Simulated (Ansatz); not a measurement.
Relaxation of a generated trial cell of Ta in the omega structure type; 3 atoms in the cell, which starts as P6/mmm (No. 191), hP3; a = b = 4.676 Å, c = 2.844 Å, α = β = 90.00°, γ = 120.00°. All values below come from PBEsol (plane waves to 420 eV, PAW, scalar-relativistic; Ansatz, a program for electronic structure). Γ-centred k-mesh 8×8×11 on the run's cell (coarser than for final values), Fermi–Dirac smearing 0.05 eV. This is the first round of the run. 

The optimiser's lines from the output (shortened; P is positive under compression):

```
relax step   1: F+E_penalty+E_count = -29421.30018758 eV  Δ(F+E_penalty+E_count) = +0.000e0 eV  max|allowed force component| = 1.850e-17 eV/Å  Δτ_max = 0.0000 Å  P = +0.480 GPa  Ω = 53.853 Å³  (6 SCF iters, dr2 threshold 1.00e-7 eV, accepted)
relax step   2: F+E_penalty+E_count = -29421.52180757 eV  Δ(F+E_penalty+E_count) = -2.216e-1 eV  max|allowed force component| = 1.388e-16 eV/Å  Δτ_max = 0.0000 Å  P = +0.258 GPa  Ω = 53.824 Å³  (6 SCF iters, dr2 threshold 3.00e-7 eV, accepted)
relax step   3: F+E_penalty+E_count = -29421.52278083 eV  Δ(F+E_penalty+E_count) = -9.733e-4 eV  max|allowed force component| = 1.480e-16 eV/Å  Δτ_max = 0.0000 Å  P = -0.053 GPa  Ω = 53.936 Å³  (6 SCF iters, dr2 threshold 3.00e-7 eV, accepted)
relax step   4: F+E_penalty+E_count = -29421.52286006 eV  Δ(F+E_penalty+E_count) = -7.923e-5 eV  max|allowed force component| = 1.943e-16 eV/Å  Δτ_max = 0.0000 Å  P = -0.015 GPa  Ω = 53.920 Å³  (6 SCF iters, dr2 threshold 1.75e-7 eV, accepted)
relax step   5: F+E_penalty+E_count = -29421.52299620 eV  Δ(F+E_penalty+E_count) = -1.361e-4 eV  max|allowed force component| = 2.220e-16 eV/Å  Δτ_max = 0.0000 Å  P = -0.016 GPa  Ω = 53.920 Å³  stress off target by 2.69e-2 GPa  SCF on the basis re-selected at this cell (its energy is not comparable with the rows above)  (10 SCF iters)
relax step   6: F+E_penalty+E_count = -29421.52299737 eV  Δ(F+E_penalty+E_count) = -1.165e-6 eV  max|allowed force component| = 2.591e-16 eV/Å  Δτ_max = 0.0000 Å  P = +0.001 GPa  Ω = 53.915 Å³  (6 SCF iters, dr2 threshold 1.81e-9 eV, accepted)
relax step   7: F+E_penalty+E_count = -29421.52299539 eV  Δ(F+E_penalty+E_count) = +1.983e-6 eV  max|allowed force component| = 2.621e-16 eV/Å  Δτ_max = 0.0000 Å  P = +0.001 GPa  Ω = 53.915 Å³  stress off target by 7.14e-4 GPa  SCF on the basis re-selected at this cell (its energy is not comparable with the rows above)  (7 SCF iters)
```

From the first to the last row the energy changes by -0.07 eV/atom and the volume by +0.1 %. The last row is marked as not comparable with the walk above it, whose basis was carried along; it does compare with step 1, since both stand on a basis selected at the nominal cutoff for their own cell.

Later rounds, restarted from the end of this one on a renewed k-mesh, logged 5 more steps and released under 0.01 eV/atom more. The final structure after all rounds: P6/mmm (No. 191), hP3; a = b = 4.8075 Å, c = 2.6960 Å, α = β = 90.00°, γ = 120.00°. Between re-selections the logged energies stand on a plane-wave basis carried along with the cell. No spin polarisation in the result.

The run could not lower the symmetry of its start; a shaken copy of this end point relaxes with PBEsol to Im-3m (No. 229), 0.24 eV/atom lower.

The relaxed structure here is a generated cell of Ta: the first start was made by placing the elements on the sites of a structure type, and the end was not matched to a known phase here, so it may be hypothetical. Known forms of Ta include space group No. 229.
